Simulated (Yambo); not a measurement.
Absorption of NaYS2 (space group R-3m, No. 166) under isotropic strain of -0.7 % on all lattice vectors with and without the electron-hole interaction (Yambo, PBEsol bands; 6×6×6 mesh, 6 valence and 7 conduction bands, static screening with 49 bands and a 4 Ry block, scissor 1.67 eV, Tamm-Dancoff; field along x). Axes are Cartesian, with cell vectors (Å) (1.95, 1.13, 6.54), (-1.95, 1.13, 6.54), (0.00, -2.26, 6.54).

```csv
E (eV),"Im ε, BSE","Im ε, independent quasiparticles"
3.17,0.52,0.20
3.27,0.61,0.22
3.37,0.73,0.24
3.47,0.90,0.27
3.57,1.14,0.30
3.67,1.50,0.34
3.77,2.08,0.39
3.87,3.12,0.46
3.97,5.15,0.54
4.07,9.33,0.65
4.17,14.8,0.82
4.27,14.8,1.06
4.37,12.9,1.47
4.47,11.2,2.21
4.57,9.95,3.51
4.67,7.47,5.22
4.77,5.22,6.88
4.88,4.22,8.32
4.98,3.62,9.61
5.08,3.34,11.3
5.18,3.09,11.8
5.28,3.01,8.79
5.38,3.29,6.24
5.48,3.88,5.03
5.58,4.58,4.07
5.68,4.74,3.40
5.78,4.83,3.32
5.88,5.21,3.74
5.98,5.45,4.10
6.08,5.85,4.30
6.18,7.36,4.38
6.28,9.80,4.16
6.38,11.7,3.73
6.48,10.9,3.63
6.58,10.4,4.11
6.68,11.1,4.90
6.78,10.2,5.79
6.89,9.25,5.74
6.99,8.91,5.69
7.09,8.74,6.00
7.19,8.11,6.78
7.29,7.99,7.30
7.39,7.77,7.29
7.49,7.10,7.17
7.59,6.54,7.46
7.69,6.24,8.03
7.79,6.49,8.81
7.89,6.19,9.00
7.99,5.42,8.64
8.09,4.40,8.55
8.19,3.99,8.36
8.29,3.82,8.41
8.39,3.63,8.75
8.49,3.30,8.62
8.59,3.20,8.38
8.69,3.19,8.15
```

The scissor comes from a G0W0 run whose convergence isn't established. Broadening 0.15 eV. The band window holds all transitions up to 8.7 eV. Fine structure above the onset can come from the mesh.

Geometry strained from the cell relaxed with PBEsol, atoms relaxed again; primitive cell a = 6.9153 Å, b = 6.9153 Å, c = 6.9153 Å, α = 32.83°, β = 32.83°, γ = 32.83°.
